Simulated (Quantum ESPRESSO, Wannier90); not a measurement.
## Tight-binding from DFT: ZnSO4 (F-43m)

```
CELL_PARAMETERS angstrom
      0.00000     3.87281     3.87281
      3.87281     0.00000     3.87281
      3.87281     3.87281     0.00000
ATOMIC_POSITIONS crystal
  Zn 0.75000 0.75000 0.75000
  S  0.00000 0.00000 0.00000
  O  0.89171 0.89171 0.32487
  O  0.89171 0.89171 0.89171
  O  0.32487 0.89171 0.89171
  O  0.89171 0.32487 0.89171
```

Cell from Materials Project (mp-545756), symmetrised, no further relaxation. COD (Crystallography Open Database) has the formula in 2 space groups, this one among them (matched by group alone). Method: PBEsol plane waves in Quantum ESPRESSO 7.5 (PseudoDojo norm-conserving files, 68 Ry, no spin polarisation, no spin-orbit coupling), Bloch states on a 4×4×4 mesh through Γ, Wannier90 4.0.1. Density: 8×8×8 mesh, cold smearing 0.01 Ry.

Functional, cutoff and mesh named above are those of the base row (4×4×4); the first column says what each row takes instead. Model: 16 functions from bands 5-12,18-25, start SCDM (isolated) (the valence bands). Energies are relative to the valence-band maximum; the misfit is to pw.x on a path, for all bands of the set. Only the mesh of Bloch states changes. Ω_total can sit in another minimum from row to row; Ω_I of an isolated set cannot. A star marks runs that hit the step limit.

```tsv
mesh	Ω_I (Å²)	Ω_total (Å²)	rms misfit (meV)	k-points (cost)	rough cost of nscf and overlaps (first row = 1)
2×2×2	14.69	18.20	25	8	1.0
3×3×3	18.25	21.87	16	27	2.5
4×4×4	20.52	24.63*	5.0	64	5
5×5×5	21.81	25.93*	3.3	125	9
```
